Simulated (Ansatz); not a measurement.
YSiRu in space group Pnma (No. 62; Y on 4c, Si on 4c, Ru on 4c), PBE (plane waves, PAW; program Ansatz), all energies at zero smearing, with the estimated change up to a 700 eV cutoff added, with one set of potentials and settings (totals compare only within such a set). Cell of 12 atoms (4 Y, 4 Si, 4 Ru): -41462.501 eV.

| element | reference phase | E (eV/atom) |
|---|---|---|
| Y | P6_3/mmc, 2 atoms in the cell | -3848.6668 |
| Si | Fd-3m, 2 atoms in the cell | -635.8096 |
| Ru | P6_3/mmc, 2 atoms in the cell | -5878.6876 |

Formation energy per atom, worked out: (-41462.501 − 4×(-3848.6668) − 4×(-635.8096) − 4×(-5878.6876))/12 = -0.820 eV/atom (-79 kJ per mol of atoms), at 0 K, without zero-point energy or fitted corrections.

The workflow started from a Materials Project entry (that database holds measured and hypothetical structures alike); the Crystallography Open Database copy checked does not list it. Its standing as an ambient phase is unchecked. The PBE relaxation kept the symmetry of its start; its stability against distortions is not shown here. The run is not spin-polarised. The references are the lowest solids computed at this level, not always the standard phases.

Potentials: the later of the program's two PAW sets.
